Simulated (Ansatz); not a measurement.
# LiRh: strain energy, fitted

LiRh, P-6m2, a = 2.626 Å, c = 4.326 Å. The structure is a Materials Project entry; whether it is the stable form wasn't checked. Ansatz: PBEsol, PAW, 420 eV, Γ-centred 18×18×10 mesh on 2 atoms, Gaussian smearing 0.10 eV; no spin polarisation. Series: strain along c alone, the other axes held, atoms fixed by symmetry; x is the strain in per cent. y is the free energy over the unstrained cell, V0 = 12.914 Å³/atom.

```
x (%) y (meV/atom)
 -6.0             ?
 -4.0         12.55
 -2.0          3.06
  0.0          0.00
  2.0          2.91
  4.0         11.33
  6.0         24.74
```

Fit y = c2 x² + c3 x³ to the other rows, turn c2 into a modulus, and predict the missing energy.

Least squares on the rows shown. y = 0.74576 x² − 0.0097217 x³. In eV per unit strain² c2 is 7.458; this is C33 with relaxed ions (E = ½ C33 V0 ε²): 2 × 7.458 × 160.2 / (12.914) = 185 GPa. At x = -6.0 the fit asked for gives 28.95 meV/atom. The run gave 29.08 meV/atom, so the fit is 0.13 meV/atom too low, a small miss on the scale of the series.